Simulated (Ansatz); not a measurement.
BAs:
```cif
data_AsB
_chemical_formula_sum 'As1 B1'
_space_group_name_H-M_alt 'P 1'
_space_group_IT_number 1
_cell_length_a 3.34624
_cell_length_b 3.34624
_cell_length_c 3.34624
_cell_angle_alpha 60.000
_cell_angle_beta 60.000
_cell_angle_gamma 60.000
loop_
_space_group_symop_operation_xyz
  'x, y, z'
loop_
_atom_site_label
_atom_site_type_symbol
_atom_site_fract_x
_atom_site_fract_y
_atom_site_fract_z
_atom_site_occupancy
As1 As 0.75000 0.75000 0.75000 1
B1 B 0.00000 0.00000 0.00000 1
```

Relaxed with LDA.

Question: Decompose the optical modes at the zone centre into irreducible representations, and say which are infrared and Raman allowed.

Answer: Point group -43m: Γ_opt = T2. Infrared: T2. Raman: T2.

Question: Assign frequencies (DFPT, LDA (plane waves, PAW; program Ansatz); without the LO–TO term).

Answer: T2 700 cm⁻¹.

Space group F-43m (zinc blende). The LDA relaxation kept the symmetry of its start; phonons on a q-mesh show no instability.

Potentials: the later of the program's two PAW sets.
